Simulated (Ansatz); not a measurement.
BN (h-BN type, space group P6_3/mmc)

```xyz
4
Lattice="2.5058 0.0000 0.0000 -1.2529 2.1701 0.0000 0.0000 0.0000 6.6162" Properties=species:S:1:pos:R:3 pbc="T T T"
B      0.0000     1.4467     1.6541
B      1.2529     0.7234     4.9622
N      0.0000     1.4467     4.9622
N      1.2529     0.7234     1.6541
```

In this cell atom 1 (B, nearest neighbour N at 1.447 Å; its periodic images, 2.5 Å or more away, move with it) is moved by u·(0.707, 0.707, 0.000) + v·(0.000, 0.000, 1.000); the rest is frozen.

The numbers are results of PBE-D3(BJ) (plane waves to 420 eV, PAW, scalar-relativistic; Ansatz, an electronic-structure program), not measurements. k mesh 12×12×4 (Γ-centred), Fermi-Dirac smearing 0.05 eV. E stands for the smeared free energy. BN was relaxed with its symmetry unable to fall. The PAW data are Ansatz's earlier set. The zero of ΔE is the undisplaced structure. Axes are in Å.

### Question
Give the computed ΔE (meV/cell) at all points of the grid u = -0.220, -0.147, -0.073, 0.000, 0.073, 0.147, 0.220 by v = -0.220, -0.147, -0.073, 0.000, 0.073, 0.147, 0.220.

### Answer
ΔE (meV/cell), with u across and v down:

```
v \ u   -0.220  -0.147  -0.073  0.000  0.073  0.147  0.220
------  ------  ------  ------  -----  -----  -----  -----
-0.220    1397     771     430    325    420    682   1082
-0.147    1282     617     256    144    244    523    947
-0.073    1216     526     151     36    140    428    868
0.000     1195     496     117      0    105    397    842
0.073     1216     526     151     36    140    428    868
0.147     1282     617     256    144    244    523    947
0.220     1397     771     430    325    420    682   1082
```

(A displaced cell: forces are minus the slopes of the energy, force constants its curvatures, and phonons follow from these.)
